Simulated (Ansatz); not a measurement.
NbSi₂:
```
CELL_PARAMETERS angstrom
      4.76917     0.00000     0.00000
     -2.38458     4.13022     0.00000
      0.00000     0.00000     6.57152
ATOMIC_POSITIONS crystal
  Si 0.15949 0.31898 0.00000
  Si 0.84051 0.15949 0.66667
  Si 0.68102 0.84051 0.33333
  Si 0.84051 0.68102 0.00000
  Si 0.15949 0.84051 0.66667
  Si 0.31898 0.15949 0.33333
  Nb 0.50000 0.00000 0.00000
  Nb 0.50000 0.50000 0.66667
  Nb 0.00000 0.50000 0.33333
```

Relaxed with PBEsol. Special points in fractions of this cell's reciprocal vectors: Γ (0.000, 0.000, 0.000); M (0.500, 0.000, 0.000); K (0.333, 0.333, 0.000); A (0.000, 0.000, 0.500); L (0.500, 0.000, 0.500); H (0.333, 0.333, 0.500).

**Question.** List the band energies nearest the Fermi level at these points for PBEsol in the plane-wave PAW code Ansatz.

**Answer.** In eV from the Fermi level; about four levels below and three above (degenerate sets whole), none deeper than 8.9 eV; points with the same levels are listed once.

```tsv
k	below	above
Γ	-2.12 -1.98 -1.98 -1.03	0.75 3.25 3.35
M	-1.96 -1.06 -0.75 -0.16	0.03 0.76 1.22
K	-1.79 -1.79 -1.64 -1.64 -1.58	0.31 0.31 0.45
A	-2.16 -1.50 -1.37 -1.37	0.93 0.93 2.83 2.83
L	-1.86 -1.68 -0.66 -0.24	1.44 1.84 2.35
H	-0.75 -0.75 -0.18 -0.18	0.80 2.04 2.16 2.16
```

Space group P6_422. The workflow started from an entry of the Crystallography Open Database (COD), which files this formula under 2 space groups. Whether it is the stable phase at ambient conditions was not checked. The PBEsol relaxation kept the symmetry of its start; whether a distortion lowers the energy is not shown. The run is not spin-polarised. Scalar-relativistic: spin–orbit coupling is off unless named, which matters more the heavier the elements.

Potentials: the later of the program's two PAW sets.
